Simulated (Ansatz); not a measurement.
BP:
```cif
data_B3P3
_chemical_formula_sum 'B3 P3'
_space_group_name_H-M_alt 'P6222'
_space_group_IT_number 180
_space_group_name_Hall 'P 62 2 (0 0 4)'
_cell_length_a 3.24704
_cell_length_b 3.24704
_cell_length_c 6.92394
_cell_angle_alpha 90.000
_cell_angle_beta 90.000
_cell_angle_gamma 120.000
loop_
_atom_site_label
_atom_site_type_symbol
_atom_site_symmetry_multiplicity
_atom_site_Wyckoff_symbol
_atom_site_fract_x
_atom_site_fract_y
_atom_site_fract_z
_atom_site_occupancy
B1 B 3 d 0.50000 0.00000 0.50000 1
P1 P 3 c 0.50000 0.00000 0.00000 1
```

Relaxed at zero pressure with PBE+D3(BJ) (plane waves, PAW; program Ansatz).

Question: The volume is raised by 6 % and shape and atoms relax at that volume. What pressure results, and how do the axes share the change?

Answer: -9.4 GPa; a 1.9 %, b 1.9 %, c 2.0 %; the energy rises by 19 meV/atom.

Question: Give the new structure.

Answer: 
Space group P6₂22 (No. 180); a = b = 3.3094 Å, c = 7.0656 Å, α = β = 90.00°, γ = 120.00°

```tsv
atom	site	symmetry	x	y	z
B	3d	222	0.5000	0.0000	0.5000
P	3c	222	0.5000	0.0000	0.0000
```

The phase is kept; no other phase was compared at this pressure.

Space group P6_222. The start of the workflow was typed in or built on a structure type; neither database checked (COD, Materials Project) lists it. It is not the phase usual at ambient conditions (space group No. 216). Symmetry was held in the PBE+D3(BJ) relaxation; its stability against distortions is not shown here.

Potentials: the later of the program's two PAW sets.
